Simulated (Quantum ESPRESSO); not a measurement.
ZnSe (zinc blende, space group F-43m, No. 216) has a direct gap of 1.37 eV with norm-conserving PBE (stringent potentials; Quantum ESPRESSO, 104 Ry, no spin-orbit coupling). After an isotropic strain (on all lattice vectors, atoms relaxed) the gap is direct, 1.75 eV.

Task: Which strain was applied?
(A) -2 %
(B) -1 %
(C) -0.5 %
(D) +0.5 %
(E) -3 %

Result: E, -3 %. Gaps found: -3 %: 1.75 eV (direct); -2 %: 1.62 eV (direct); -1 %: 1.49 eV (direct); -0.5 %: 1.43 eV (direct); 0 %: 1.37 eV (direct); 0.5 %: 1.31 eV (direct); 1 %: 1.25 eV (direct).
